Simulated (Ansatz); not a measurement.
## Sensitivity of the gradients in WS2 with a W vacancy to the input

Cell: a supercell of WS2 (space group P6_3/mmc) built from a COD entry (the entry's cell lengths or inner coordinates differ somewhat from later room-temperature determinations), with all atoms left at the host's positions.

```xyz
35
Lattice="6.3600 0.0000 0.0000 -4.7700 8.2619 0.0000 0.0000 0.0000 12.5000" Properties=species:S:1:pos:R:3 pbc="T T T"
W    -1.5900    4.5899    3.1250
W    -3.1800    7.3439    3.1250
W     3.1800    1.8360    3.1250
W     1.5900    4.5899    3.1250
W     0.0000    7.3439    3.1250
W     1.5900    0.9180    9.3750
W     0.0000    3.6719    9.3750
W    -1.5900    6.4259    9.3750
W     4.7700    0.9180    9.3750
W     3.1800    3.6719    9.3750
W     1.5900    6.4259    9.3750
S     0.0000    1.8360    7.8125
S    -1.5900    4.5899    7.8125
S    -3.1800    7.3439    7.8125
S     3.1800    1.8360    7.8125
S     1.5900    4.5899    7.8125
S     0.0000    7.3439    7.8125
S     1.5900    0.9180    1.5625
S     0.0000    3.6719    1.5625
S    -1.5900    6.4259    1.5625
S     4.7700    0.9180    1.5625
S     3.1800    3.6719    1.5625
S     1.5900    6.4259    1.5625
S     0.0000    1.8360   10.9375
S    -1.5900    4.5899   10.9375
S    -3.1800    7.3439   10.9375
S     3.1800    1.8360   10.9375
S     1.5900    4.5899   10.9375
S     0.0000    7.3439   10.9375
S     1.5900    0.9180    4.6875
S     0.0000    3.6719    4.6875
S    -1.5900    6.4259    4.6875
S     4.7700    0.9180    4.6875
S     3.1800    3.6719    4.6875
S     1.5900    6.4259    4.6875
```

Atom numbers follow the list; atoms alike are taken as one site, whose name carries the number of the first.

Reference run. Level of theory: DFT, PBE, plane waves and PAW, scalar-relativistic, collinear spin, 420 eV cutoff, Γ-centred 4×3×2 k-points, Fermi–Dirac smearing 0.01 eV, cell charge -3 (Ansatz 0.2.0). Start moments as typed (μB): 0 0 0 0 0 0 0 0 0 0 0 0 0 0 0 0 0 0.5 0.5 0 0.5 0 0 0 0 0 0 0 0 0.5 0.5 0 0.5 0 0 by atom.

(1) The input is changed as follows: `kpoints.mp_grid.shift`: not typed → [0.5, 0.5, 0.5]. What happens to V_zz (10²¹ V/m²) and η?

Results:

(1) 

```csv
site,atom,V_zz reference,η reference,V_zz changed,η changed
W2,2,-19.48,0.22,-18.43,0.28
W3,3,-22.2,0.05,-23.0,0.05
W5,5,-18.14,0.29,-18.09,0.30
W6,6,-19.13,0.06,-19.10,0.06
W7,7,-19.07,0.05,-19.12,0.07
W8,8,-19.09,0.04,-19.02,0.07
W9,9,-19.17,0.07,-19.21,0.06
W10,10,-18.93,0.03,-18.86,0.07
S18,18,-4.88,0.54,-5.11,0.56
S19,19,-8.00,0.16,-7.92,0.18
S20,20,-3.59,0.06,-3.64,0.13
S21,21,-5.26,0.53,-5.33,0.51
```

The largest change of V_zz is on W2, from -19.48 to -18.43. In per cent, |V_zz| changes by -5 to +3 on W, -1 to +5 on S (all sites that start above 2). The table leaves out 11 of the 23 sites, with |V_zz| up to 19.97; their tensors move by 0.64 at most along any direction. The statements above cover all sites. That the mesh alone moves the values this far shows that they aren't yet converged in k-points. The absolute magnetisation of the cell goes from 0.2 to 0.7 μB. SCF iterations: 29 and 22.

On the reference run: The defect repeats with the cell of 35 atoms, so it feels its images: sites between two images don't show the values beside a lone defect, and zeros or small values of η there can come from the images' arrangement. S and W carry a gradient in the pure host already, so the values there aren't the defect's effect alone. A uniform background compensates the cell's charge. The defect cell has no gap above 0.1 eV on its mesh, so the values can hang on the smearing and the k-mesh. Without spin–orbit coupling the gradients at and beside W can be off by some per cent, at some sites by more. The run lost most of its start moments on S; a state with other moments may lie lower. The neighbours have not yet relaxed around the defect (largest force 0.87 eV/Å), so a real crystal will differ.
